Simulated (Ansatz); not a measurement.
Kick test of a cell of Be5Ir

The structure comes from a generated guess, relaxed at this level; another structure or a mixture of phases may lie lower.

Level of theory: Ansatz 0.2.0, DFT PBE, scalar-relativistic, plane waves, PAW. Cutoff 420 eV; k points 12×12×12 on the computed 6-atom cell (Γ-centred); Gaussian smearing, width 0.10 eV; no spin polarisation.

The cell below (6 atoms, space group P6/mmm (No. 191)) is relaxed within its symmetry.

```xyz
6
Lattice="4.1988 0.0000 0.0000 -2.0994 3.6363 0.0000 0.0000 0.0000 3.4604" Properties=species:S:1:pos:R:3 pbc="T T T"
Be    0.0000    2.4242    0.0000
Be    2.0994    1.2121    0.0000
Be    2.0994    0.0000    1.7302
Be    1.0497    1.8181    1.7302
Be   -1.0497    1.8181    1.7302
Ir    0.0000    0.0000    0.0000
```

For the test a repeat of it with 12 atoms (edges 3.46, 4.20, 7.27 Å) was strained at random (σ = 1.5 % a component), the atoms were moved at random (σ = 0.15 Å), and all was relaxed again on a coarse 6×6×4 mesh (in the run’s order of axes) with 0.20 eV smearing, with no symmetry imposed.

These runs have no spin–orbit coupling, which can matter for Ir.

Task: Does it come back?

Result: It doesn't return. The energy falls by 30 meV/atom on that mesh, the volume changes by 2.1 %, and the end has space group P-62m (No. 189) at a loose tolerance. Relaxed again on a 12×12×10 mesh with 0.10 eV smearing, the new structure lies 25 meV/atom below the first (mesh in the axes of the run's cell; the cell below is made exact in the group named). Space group P-62m (No. 189), hexagonal, a = 4.196 Å, c = 3.544 Å. Be on a site of symmetry -6 is surrounded by 6 Be at 2.19 Å, 3 Ir at 2.42 Å and 3 Be at 2.42 Å; Be on a site of symmetry m2m has 8 Be at 2.19–2.24 Å and 2 Ir at 2.42 Å; Ir is surrounded by 12 Be at 2.42 Å.

```xyz
6
Lattice="4.1962 0.0000 0.0000 -2.0981 3.6340 0.0000 0.0000 0.0000 3.5440" Properties=species:S:1:pos:R:3 pbc="T T T"
Be    2.0981    1.2113    1.7720
Be    0.0000    2.4227    1.7720
Be   -1.2724    2.2039    0.0000
Be    2.5449    0.0000    0.0000
Be    0.8256    1.4301    0.0000
Ir    0.0000    0.0000    1.7720
```
